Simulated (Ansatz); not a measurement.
Ag3Sn:
```xyz
4
Lattice="3.0120 0.0000 0.0000 -1.5060 2.6085 0.0000 0.0000 0.0000 9.2208" Properties=species:S:1:pos:R:3 pbc="T T T"
Ag     0.0000     0.0000     4.6104
Ag     1.5060     0.8695     2.4185
Ag     1.5060     0.8695     6.8023
Sn     0.0000     0.0000     0.0000
```

Relaxed with LDA. Special points in fractions of this cell's reciprocal vectors: Γ (0.000, 0.000, 0.000); M (0.500, 0.000, 0.000); K (0.333, 0.333, 0.000); A (0.000, 0.000, 0.500); L (0.500, 0.000, 0.500); H (0.333, 0.333, 0.500).

Task: List the band energies nearest the Fermi level at these points for plane-wave PAW LDA (Ansatz code).

Result: In eV from the Fermi level; about four levels below and three above (degenerate sets whole), none deeper than 8.9 eV; points with the same levels are listed once.

```tsv
k	below	above
Γ	-3.71 -3.71 -3.23 -3.23 -1.57	1.17 9.28 9.99 9.99
M	-3.15 -3.02 -2.79 -0.72	0.21 1.35 1.87
K	-3.25 -2.78 -2.00 -1.83	1.59 2.60 3.20
A	-3.70 -3.70 -3.43 -3.23 -3.23	3.54 5.68 9.99 9.99
L	-3.18 -3.02 -2.82 -0.98	0.54 1.62 2.10
H	-3.16 -2.87 -2.01 -1.60	1.37 2.26 2.58
```

Space group P-6m2. The workflow started from a Materials Project entry (that database holds measured and hypothetical structures alike); the Crystallography Open Database copy checked does not list it. COD files the formula under space group No. 59. With Ag and Sn taken as one species the cell has the higher symmetry P6_3/mmc, so it may be an ordered model of a mixed-site phase. Its standing as an ambient phase is unchecked. The LDA relaxation kept the symmetry of its start; its stability against distortions is not shown here. The run is not spin-polarised. Scalar-relativistic: spin–orbit coupling is off unless named, which matters more the heavier the elements.

Potentials: the later of the program's two PAW sets.
